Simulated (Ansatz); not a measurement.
KBr:
```
KBr
1.0
    0.00000     3.18579     3.18579
    3.18579     0.00000     3.18579
    3.18579     3.18579     0.00000
K Br
1 1
Direct
  0.00000   0.00000   0.00000
  0.50000   0.50000   0.50000
```

Relaxed with LDA.

### Question
Decompose the optical modes at the zone centre into irreducible representations, and say which are infrared and Raman allowed.

### Answer
Point group m-3m: Γ_opt = T1u. Infrared: T1u. Raman: none.

### Question
Assign frequencies (DFPT, LDA in the plane-wave PAW code Ansatz; without the LO–TO term).

### Answer
T1u 130 cm⁻¹.

Space group Fm-3m (rock salt). The cell was relaxed with LDA under the symmetry of its start; phonons on a q-mesh show no instability.

Potentials: the later of the program's two PAW sets.
